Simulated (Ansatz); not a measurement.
ZrO$_{2}$:
```cif
data_O8Zr4
_chemical_formula_sum 'Zr4 O8'
_space_group_name_H-M_alt 'P21/c'
_space_group_IT_number 14
_space_group_name_Hall '-P 2ybc'
_cell_length_a 5.12799
_cell_length_b 5.21129
_cell_length_c 5.29559
_cell_angle_alpha 90.000
_cell_angle_beta 99.610
_cell_angle_gamma 90.000
loop_
_atom_site_label
_atom_site_type_symbol
_atom_site_symmetry_multiplicity
_atom_site_Wyckoff_symbol
_atom_site_fract_x
_atom_site_fract_y
_atom_site_fract_z
_atom_site_occupancy
Zr1 Zr 4 e 0.27719 0.04324 0.20940 1
O1 O 4 e 0.07002 0.33652 0.34129 1
O2 O 4 e 0.55137 0.25772 0.02036 1
```

Relaxed with PBEsol.

**Question.** Which orbitals make up the states near the band edges in DFT-PBEsol in the program Ansatz with PAW potentials?

**Answer.** Top 1 eV of the valence band: O 2p 93 %. Bottom 1 eV of the conduction band: Zr 4d 84 %, O 2p 12 %. Projections are on Löwdin-orthogonalised atomic valence shells; empty p or d shells of many metals are not among them.

**Question.** Tabulate the density of states.

**Answer.** States/eV per cell of 12 atoms, in 0.25 eV bins, energy from the valence-band maximum.

```csv
E (eV),total,O 2p,Zr 4d,O 2s
-5.30,0.00,0.00,0.00,0.00
-5.05,1.41,0.93,0.38,0.01
-4.80,4.60,3.08,1.22,0.02
-4.55,10.45,7.10,2.82,0.06
-4.30,12.08,8.21,3.39,0.06
-4.05,11.48,7.95,3.06,0.07
-3.80,9.11,6.46,2.24,0.06
-3.55,9.35,6.87,2.01,0.07
-3.30,8.20,6.16,1.60,0.09
-3.05,8.30,6.43,1.39,0.11
-2.80,8.48,6.70,1.31,0.11
-2.55,9.56,7.74,1.32,0.11
-2.30,9.37,7.65,1.29,0.10
-2.05,11.10,9.18,1.43,0.11
-1.80,10.81,9.11,1.25,0.10
-1.55,13.03,11.26,1.27,0.09
-1.30,12.46,11.04,1.00,0.07
-1.05,11.90,10.74,0.80,0.05
-0.80,13.44,12.36,0.68,0.04
-0.55,11.23,10.51,0.45,0.03
-0.30,4.31,4.10,0.12,0.01
-0.05,1.32,1.28,0.02,0.00
0.20,0.00,0.00,0.00,0.00
0.45,0.00,0.00,0.00,0.00
0.70,0.00,0.00,0.00,0.00
0.95,0.00,0.00,0.00,0.00
1.20,0.00,0.00,0.00,0.00
1.45,0.00,0.00,0.00,0.00
1.70,0.00,0.00,0.00,0.00
1.95,0.00,0.00,0.00,0.00
2.20,0.00,0.00,0.00,0.00
2.45,0.00,0.00,0.00,0.00
2.70,0.00,0.00,0.00,0.00
2.95,0.00,0.00,0.00,0.00
3.20,0.00,0.00,0.00,0.00
3.45,0.00,0.00,0.00,0.00
3.70,1.04,0.13,0.88,0.00
3.95,3.40,0.39,2.88,0.02
4.20,7.22,0.86,6.06,0.06
4.45,6.59,0.76,5.56,0.07
4.70,9.80,1.04,8.28,0.12
4.95,5.90,0.71,4.91,0.09
5.20,9.54,1.32,7.72,0.17
5.45,8.40,1.13,6.79,0.18
5.70,9.47,1.26,7.50,0.33
5.95,8.05,1.12,6.21,0.39
6.20,8.36,1.19,6.35,0.46
6.45,3.27,0.50,2.41,0.19
6.70,7.13,1.22,4.97,0.40
6.95,7.08,1.17,4.86,0.48
7.20,8.90,1.13,6.13,0.92
7.45,8.33,1.28,5.40,0.82
7.70,4.26,0.76,2.68,0.35
7.95,6.42,1.23,4.01,0.47
8.20,6.56,1.38,4.12,0.44
8.45,5.71,1.28,3.46,0.35
```

Space group P2_1/c. Symmetry was held in the PBEsol relaxation. The run is not spin-polarised. Scalar-relativistic: spin–orbit coupling is off unless named, which matters more the heavier the elements.

Potentials: the later of the program's two PAW sets.
